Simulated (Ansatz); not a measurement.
Consider the following.

FeS$_{2}$:
```yaml
crystal:
  lattice:
    - [4.43877, 0.00000, 0.00000]
    - [0.00000, 5.40953, 0.00000]
    - [0.00000, 0.00000, 3.38957]
  atoms:
    - { symbol: Fe, position: [0.00000, 0.00000, 0.00000] }
    - { symbol: Fe, position: [0.50000, 0.50000, 0.50000] }
    - { symbol: S, position: [0.20626, 0.37517, 0.00000] }
    - { symbol: S, position: [0.70626, 0.12483, 0.50000] }
    - { symbol: S, position: [0.29374, 0.87517, 0.50000] }
    - { symbol: S, position: [0.79374, 0.62483, 0.00000] }
```

This is the PBE-relaxed structure. x, y and z are the axes in which the lattice vectors are written.

**Question.** All from PBE (plane waves, PAW; program Ansatz), unless another level is named. Give the weight of the valence-edge state by species (Voronoi cells).

**Answer.** Fe 58 %, S 42 %.

**Question.** Predict the conduction-band minimum.

**Answer.** at T (k = 0.000, 0.500, 0.500).

**Question.** Next, the weight of the conduction-edge state by species (Voronoi cells)?

**Answer.** Fe 85 %, S 15 %.

Space group Pnnm. The cell was relaxed with PBE under the symmetry of its start. The workflow began spin-polarised and lost its moments.

Potentials: the later of the program's two PAW sets.
